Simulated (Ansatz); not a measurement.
WSi$_{2}$ (MoSi2 type, space group I4/mmm)

```
WSi2
1.0
   -1.61472     1.61472     3.93387
    1.61472    -1.61472     3.93387
    1.61472     1.61472    -3.93387
W Si
1 2
Direct
  0.00000   0.00000   0.00000
  0.33458   0.33458   0.00000
  0.66542   0.66542   0.00000
```

The slice is a (1 0 -1) plane (indices of the conventional cell) through the point (0.335, 0.335, 0.000) (fractional), spanned by u = [101] and v = [121] in vectors of this cell: u (3.23 Å) and v (8.50 Å, at 90° to u). It covers one period; positions are fractions (u, v).

These are PBE (plane waves to 420 eV, PAW, scalar-relativistic; Ansatz, a quantum-chemistry and plane-wave program) values and carry that method's errors. k mesh 20×20×20. These are valence fields of a PAW run, semicore shells included where kept as valence: close to a nucleus they are smooth pseudo fields. Spin-orbit coupling is left out, though W is heavy. The PAW data are Ansatz's earlier set. WSi2 is run without spin polarisation. WSi2 was relaxed with its symmetry unable to fall.

Sketch the electrostatic potential energy of an electron, from the cell's mean on this plane as a map.


```
|xxxx5995xxx|
|xxx179971xx|
|xx26788762x|
|55776556775|
|56663113666|
|12442xx2442|
|00132112300|
|x0034444300|
|00156666510|
|01466555641|
|66630xx0466|
|985xxxxxx58|
|982xxxxxx28|
|980xxxxxx08|
|982xxxxxx28|
|985xxxxxx58|
|88740xx0478|
|55776556775|
|12566556652|
|x0343113430|
|01320000231|
|44420000244|
|66630000366|
|55653003565|
|xx25666652x|
|xxx278872xx|
|xxxx6996xxx|
|xxxx5995xxx|
```
Scale: ten equal steps from 3.00 (start of '0') to 11.14 (end of '9'), in the order '0123456789'. Values: electrostatic potential energy of an electron, from the cell's mean, in eV. The map has 11 points along u (one character each, u = 0 at the left) and 28 along v (v = 0 in the bottom row). Points within 1 Å of a nucleus are blanked (x), as the pseudised field means little there. Values under 3 eV are set to 3. The zero, the cell's mean, hangs on the PAW cores.
